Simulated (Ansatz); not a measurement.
Here is the system:

Hf$_{2}$C:
```
Hf2C
1.0
    3.63471     0.00000     0.00000
    0.00000     3.63471     0.00000
    0.00000     0.00000     6.86051
Hf C
4 2
Direct
  0.00000   0.00000   0.00000
  0.50000   0.50000   0.00000
  0.50000   0.00000   0.36939
  0.00000   0.50000   0.63061
  0.50000   0.00000   0.72879
  0.00000   0.50000   0.27121
```

This is the PBE-relaxed structure.

### Question
All from the program Ansatz at the PBE level (PAW), unless another level is named. Predict the electronic character.

### Answer
metallic (no gap).

### Question
Predict the density of states at the Fermi level.

### Answer
0.41 states/eV per atom (mean over ±0.08 eV).

### Question
And the formation energy from the elements (no fitted shifts)?

### Answer
0.19 eV/atom.

Space group P4/nmm. The cell is a constructed one: a structure type filled with these elements; neither database checked (COD, Materials Project) lists it. Whether it is the stable phase at ambient conditions was not checked. Symmetry was held in the PBE relaxation; its stability against distortions is not shown here. The run is not spin-polarised. The references are the lowest solids computed at this level, not always the standard phases. Scalar-relativistic: spin–orbit coupling is off unless named, which matters more the heavier the elements.

Potentials: the later of the program's two PAW sets.
